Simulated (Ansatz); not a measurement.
Q: Each is relaxed and computed with r²SCAN in the plane-wave PAW code Ansatz. Which is the only one with a gap?
(A) TiSi2, Fddd (Ti on 8b, Si on 16f)
(B) SiSnGeC, Pmm2 (C on 1a, Si on 1c, Ge on 1d, Sn on 1b)
(C) SiGe3, P-4m2 (Si on 1a, Ge on 2g, Ge on 1c)
(D) SiGe, P-6m2 (Ge on 1a, Si on 1f)

A: C, SiGe3, P-4m2 (Si on 1a, Ge on 2g, Ge on 1c). SiGe3: gap 0.56 eV (indirect); SiGe: metal; SiSnGeC: metal; TiSi2: metal. Constructed cells (a structure type filled with these elements, in neither database checked): SiGe, P-6m2 (Ge on 1a, Si on 1f). Typed or built starts, not in the databases checked: SiGe3, P-4m2 (Si on 1a, Ge on 2g, Ge on 1c); SiSnGeC, Pmm2 (C on 1a, Si on 1c, Ge on 1d, Sn on 1b). All cells were relaxed under the symmetry of their starts (and spin orders); stability against distortions was not tested throughout. Rows with no word on spin ran without spin polarisation. Spin–orbit coupling is left out wherever it is not named.

Potentials: the earlier of the program's two PAW sets.
